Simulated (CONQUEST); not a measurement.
Input and output of a self-consistent single point for Ag (Fm-3m, 4 atoms in the cell; from Materials Project mp-124, changed as shown) (CONQUEST).

Level of theory: PBE, numerical atomic orbitals double-zeta with polarisation (the shipped basis), PseudoDojo norm-conserving potentials made for PBE run with CONQUEST.

The change in words: volume scaled by 1.02. Reference geometry (Fm-3m):
```yaml
crystal:
  lattice:
    - [4.10436, 0.00000, 0.00000]
    - [0.00000, 4.10436, 0.00000]
    - [0.00000, 0.00000, 4.10436]
  atoms:
    - { symbol: Ag, position: [0.00000, 0.00000, 0.00000] }
    - { symbol: Ag, position: [0.00000, 0.50000, 0.50000] }
    - { symbol: Ag, position: [0.50000, 0.00000, 0.50000] }
    - { symbol: Ag, position: [0.50000, 0.50000, 0.00000] }
```

Reference input (self-consistent single point, DFT, PBE, numerical atomic orbitals double-zeta with polarisation (the shipped basis), PseudoDojo norm-conserving potentials made for PBE): basis = DZP; Diag.MPMeshX, Y, Z = 4 4 4; potentials = PseudoDojo norm-conserving PBE; Grid.GridCutoff = 140 Ha; DM.SolutionMethod = diagon; Diag.kT = 0.003675 Ha; Diag.GammaCentred = true; minE.SCTolerance = 1.0e-06; SC.MaxIters = 100; SC.LinearMixingFactor = 0.5; SC.KerkerPreCondition = true; SC.KerkerFactor = 0.5 1/bohr. This run's input differs from it in these lines:

```diff
@@ -30,10 +30,10 @@
 # file: input.coords
-     7.756116317      0.000000000      0.000000000
-     0.000000000      7.756116317      0.000000000
-     0.000000000      0.000000000      7.756116317
+     7.807484742      0.000000000      0.000000000
+     0.000000000      7.807484742      0.000000000
+     0.000000000      0.000000000      7.807484742
 4
     0.000000000     0.000000000     0.000000000  1 T T T
-    0.000000000     3.878058158     3.878058158  1 T T T
-    3.878058158     0.000000000     3.878058158  1 T T T
-    3.878058158     3.878058158     0.000000000  1 T T T
+    0.000000000     3.903742371     3.903742371  1 T T T
+    3.903742371     0.000000000     3.903742371  1 T T T
+    3.903742371     3.903742371     0.000000000  1 T T T
```

The program printed (abridged):

```
    PulayMixSC: Starting Pulay mixing, A_up =  0.500 A_dn =  0.500
    PulayMixSC: Spin non-polarised calculation.
    PulayMixSC: with Kerker preconditioning, q0 =  0.500
          Harris-Foulkes Energy            :      -620.087010859856491 Ha
          Free Energy (E-TS)               :      -620.088116237760346 Ha
    PulayMixSC: Pulay iteration     1 residual:              0.21255E-02
          Harris-Foulkes Energy            :      -620.068640987059894 Ha
          Free Energy (E-TS)               :      -620.069676048517181 Ha
    PulayMixSC: Pulay iteration     2 residual:              0.16052E-02
   [... lines left out ...]
          Free Energy (E-TS)               :      -620.042476935036234 Ha
    PulayMixSC: Pulay iteration    10 residual:              0.30434E-05
          Harris-Foulkes Energy            :      -620.041377471361557 Ha
          Free Energy (E-TS)               :      -620.042476802178271 Ha
    PulayMixSC: Pulay iteration    11 residual:              0.19583E-05
          Harris-Foulkes Energy            :      -620.041377663751518 Ha
          Free Energy (E-TS)               :      -620.042476989713236 Ha
    PulayMixSC: Pulay iteration    12 residual:              0.68667E-06
    PulayMixSC: Reached SCF tolerance of  0.68667E-06 after     12 iterations
      | Number of electrons      =        76.000087
      | GS Energy as E-(1/2)TS   =      -620.041927326732434 Ha
      | Free Energy as E-TS      =      -620.042476989713236 Ha
      |* Harris-Foulkes energy   =      -620.041377663751518 Ha
      |* DFT total energy        =      -620.041377671406963 Ha

    force: Forces on atoms (Ha/a0)
    force:  Atom   X              Y              Z
    force:     1   0.0000000000   0.0000000000   0.0000000000
   [... zero for the other atoms too ...]

    force: Maximum force :        0.00000000(Ha/a0) on atom         3 in z direction
    force: Force Residual:        0.00000000 Ha/a0
    force: Total stress:         -1.75013314    -1.75013314    -1.75013314 GPa
    force: Average pressure:      1.75013314 GPa

    get_E_and_F: Change in energy during last step of electronic optimisation: -0.19239E-06
```

The run converged in 12 iterations. CONQUEST prints the stress tensor with tension positive. Against the reference run the free energy goes down by 7.1 meV/atom and the pressure goes from 4.17 to 1.75 GPa.

The program uses no crystal symmetry, so grid and mesh can part values that symmetry would make equal. The atom-centred basis is finite, which shifts total energies and pressures against plane waves. The structure comes from a collection of computed structures, made at another level of theory; the collection holds predicted forms beside known ones. No clean gap shows at this smearing width and mesh (spacing up to 0.38 Å⁻¹); the mesh is coarse for partly filled bands, so the values carry mesh errors.

Cost on one core: very roughly 90 core-seconds.
